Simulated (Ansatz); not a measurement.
Values for one crystal, relaxed and computed with DFT-LDA in the program Ansatz with PAW potentials; other levels are named.

* **Volume per atom**: 24.67 Å³
* **Band gap**: 0.51 eV (indirect)
* **Vibrational entropy at 300 K**: 38.3 J/(K·mol of atoms)
* **Formation energy from the elements (no fitted shifts)**: -0.50 eV/atom
* **Highest zone-centre frequency (without LO–TO term)**: 501 cm^-1
* **Electron effective mass**: 0.55, 0.88, 0.94 mₑ (principal values)
* **Zero-point energy**: 30.9 meV/atom

### Question
Pick the material that matches.
(A) WSe2, P6_3/mmc (W on 2c, Se on 4f)
(B) Rb2InAgF6, Fm-3m (Rb on 8c, In on 4a, Ag on 4b, F on 24e)
(C) Rb2NiP2, Cmcm (Rb on 4c, Rb on 4c, Ni on 4a, P on 8g)
(D) WS2, P6_3/mmc (W on 2c, S on 4f)

### Answer
C, Rb2NiP2, Cmcm (Rb on 4c, Rb on 4c, Ni on 4a, P on 8g)

The first step of the workflow began from a Materials Project structure, measured or hypothetical; the Crystallography Open Database copy checked does not list it. Its standing as an ambient phase is unchecked. The cell was relaxed with LDA under the symmetry of its start; phonons on a q-mesh show no instability. No spin polarisation was allowed. The references are the lowest solids computed at this level, not always the standard phases. Scalar-relativistic: spin–orbit coupling is off unless named, which matters more the heavier the elements.

Potentials: the later of the program's two PAW sets.
